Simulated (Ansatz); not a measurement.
CdS in space group P6_3mc (No. 186; Pearson symbol hP12) is relaxed with plane-wave PAW LDA (Ansatz code). What lattice parameters of the conventional cell result?

a = 4.072 Å, c = 19.931 Å.

Is it a metal or does it have a gap at this level?

A gap of 0.97 eV, direct.

The cell is a constructed one: a structure type filled with these elements. Its sites differ from those of the usual phase in this space group: another stacking or structure type. The LDA relaxation kept the symmetry of its start; its stability against distortions is not shown here. Scalar-relativistic: spin–orbit coupling is off unless named, which matters more the heavier the elements.

Potentials: the later of the program's two PAW sets.
